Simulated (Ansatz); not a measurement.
A geometry of Nb away from equilibrium: step 3 of the relaxation of a relaxed Nb cell, doubled along one cell vector, shaken by Gaussian noise of σ = 0.08 Å a coordinate. Calculation: r2SCAN (plane waves to 500 eV, PAW, scalar-relativistic; Ansatz, a first-principles code). Γ-centred k-mesh 13×7×6 on the run's cell (coarser than for final values), Fermi–Dirac smearing 0.05 eV.

```xyz
4
Lattice="2.8944 -0.0321 0.0003 -2.9501 4.9495 0.0426 0.0005 0.0454 5.2165" Properties=species:S:1:pos:R:3:forces:R:3 pbc="T T T" free_energy=-18253.470 pressure_GPa=0.0
Nb     0.1326     1.5817     4.0100   -0.3281   -0.2038   -0.3131
Nb    -1.5523     4.0627     3.9561    0.2976   -0.2731    0.0723
Nb     1.4189     0.9140     1.3506   -0.1455    0.5903    0.2173
Nb    -0.1836     3.4447     1.3494    0.1759   -0.1135    0.0234
```

Positions in Å, forces in eV/Å, free energy of the cell in eV (comparable only within this code, potentials and settings). Largest force: 0.65 eV/Å, on Nb3 (atoms numbered as listed); the geometry lies 0.29 eV/atom above the end of its relaxation.

No spin polarisation in the result.

Of the parent cell (P6₃/mmc (No. 194)): it is a generated cell of Nb: the first start was made by a random draw of sites in a space group, and the end was not matched to a known phase here, so it may be hypothetical. Known forms of Nb include space group No. 229.
